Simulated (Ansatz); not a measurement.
MgO:
```
CELL_PARAMETERS angstrom
      3.22572     0.00000     0.00000
     -1.61286     2.79356     0.00000
      0.00000     0.00000    15.30533
ATOMIC_POSITIONS crystal
  Mg 0.66667 0.33333 0.64816
  Mg 0.66667 0.33333 0.97935
  Mg 0.33333 0.66667 0.81375
  Mg 0.33333 0.66667 0.48195
  Mg 0.33333 0.66667 0.14754
  Mg 0.00000 0.00000 0.31375
  O  0.66667 0.33333 0.85162
  O  0.66667 0.33333 0.52040
  O  0.33333 0.66667 0.01851
  O  0.33333 0.66667 0.68603
  O  0.33333 0.66667 0.35293
  O  0.00000 0.00000 0.18599
```

This is the LDA-relaxed structure.

### Question
All from DFT-LDA in the program Ansatz with PAW potentials, unless another level is named. Give the electron effective mass.

### Answer
0.35 mₑ (isotropic).

### Question
Predict the valence-band maximum.

### Answer
at Γ.

### Question
What about the weight of the conduction-edge state by species (Voronoi cells)?

### Answer
Mg 52 %, O 48 %.

Space group P3m1. The workflow started from a Materials Project entry (that database holds measured and hypothetical structures alike); the Crystallography Open Database copy checked does not list it. It is not the phase usual at ambient conditions (space group No. 225). Symmetry was held in the LDA relaxation; phonons on a q-mesh show no instability.

Potentials: the later of the program's two PAW sets.

Edges and masses are those of Kohn–Sham bands, whose gap is no quasiparticle gap.
